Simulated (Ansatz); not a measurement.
The elements of this relaxed trial crystal are hidden behind letters.

```
lattice vectors (Å)
   2.7354    0.0000    0.0000
  -1.3677    2.3689    0.0000
   0.0000    0.0000   21.7632
fractional positions
X 0.0000 0.0000 0.0000
X 0.3333 0.6667 0.3059
X 0.3333 0.6667 0.5000
X 0.3333 0.6667 0.6941
Z 0.0000 0.0000 0.2094
Z 0.0000 0.0000 0.4030
Z 0.0000 0.0000 0.5970
Z 0.0000 0.0000 0.7906
Z 0.3333 0.6667 0.0968
Z 0.3333 0.6667 0.9032
```

Theory: DFT PBE, scalar-relativistic, plane waves, PAW (Ansatz). The final run on the 10-atom cell used 420 eV, a Γ-centred 18×18×2 mesh, 0.10 eV smearing and collinear spin.

```
Space group                                 : P-6m2 (No. 187)
Conventional cell                           : a = 2.735 Å, c = 21.763 Å
Volume per atom                             : 14.10 Å³
Density                                     : 16.55 g/cm³
Formation energy                            : 0.00 eV/atom
Gap on the 18×18×2 mesh of the 10-atom cell : 0 eV (a metal)
Net moment per atom                         : 0.52 μB
```

Energies are uncorrected and count from the elements' standard states at the same level.

Q: X is a d-block element of period 4 and Z is a d-block element of period 6. Which elements are they?

A: X = Ni, Z = Pt, so the formula is Ni2Pt3. Density times volume gives a mean mass of 16.55 × 14.10/1.6605 = 140.5 u per atom, and this set has 140.5 u. Ni on a site of symmetry -6m2 is surrounded by 6 Pt at 2.63 Å and 6 Ni at 2.74 Å; around Ni on a site of symmetry 3m lie 6 Pt at 2.63–2.64 Å and 6 Ni at 2.74 Å; Pt on its first site has 3 Ni at 2.63 Å, 6 Pt at 2.74 Å and 3 Pt at 2.92 Å; 3 more sites not described. Other sets within the hints have nearly the same mass, so mass alone doesn't settle it; this one was computed.

These runs have no spin–orbit coupling, which can matter for Pt. The magnetic state reached may not be the lowest. Symmetry constrained the relaxation, so the result can be a saddle point.
